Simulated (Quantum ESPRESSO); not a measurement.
Field gradients of MoS2 from a PBE PAW density (pw.x of a modified build of Quantum ESPRESSO, JTH datasets) with the all-electron reconstruction of Petrilli and co-workers, 20 Ha, k-mesh 8×8×2 through Γ:

```yaml
crystal:
  lattice:
    - [3.19224, 0.00000, 0.00000]
    - [-1.59612, 2.76456, 0.00000]
    - [0.00000, 0.00000, 13.37829]
  atoms:
    - { symbol: Mo, position: [0.66667, 0.33333, 0.25000] }
    - { symbol: Mo, position: [0.33333, 0.66667, 0.75000] }
    - { symbol: S, position: [0.66667, 0.33333, 0.63308] }
    - { symbol: S, position: [0.33333, 0.66667, 0.36692] }
    - { symbol: S, position: [0.33333, 0.66667, 0.13308] }
    - { symbol: S, position: [0.66667, 0.33333, 0.86692] }
```
The cell comes from the Materials Project (a computed structure). It is MoS2 in P6₃/mmc. Stability against distortions was not tested. The layers lie 3.6 Å apart; this gap hangs on dispersion, and neither it nor the stacking was checked against the measured crystal. The run has no spin polarisation.

Vzz is the sum of three terms, each taken along its main axis: the smooth valence density, the ions (nucleus and frozen core) with the augmentation charges of all other spheres, and the all-electron minus smooth density in the atom's own sphere. The split hangs on the datasets.  Cores are frozen. Against all-electron runs on small test molecules, this scheme's |Vzz| missed by +6 % on Mo, −3 % on S.

```
site                  smooth valence density  ions and other spheres  own sphere  Vzz (a.u.)
--------------------  ----------------------  ----------------------  ----------  ----------
Mo (atoms 1, 2)                        0.206                  -0.206           ?           ?
S (atoms 3, 4, 5, 6)                  -0.036                  -0.009           ?           ?
```

**Question.** What belongs in the gaps?

**Answer.** 
- Mo (atoms 1, 2), own sphere: -0.893
- Mo (atoms 1, 2), Vzz (a.u.): -0.893
- S (atoms 3, 4, 5, 6), own sphere: -0.515
- S (atoms 3, 4, 5, 6), Vzz (a.u.): -0.561
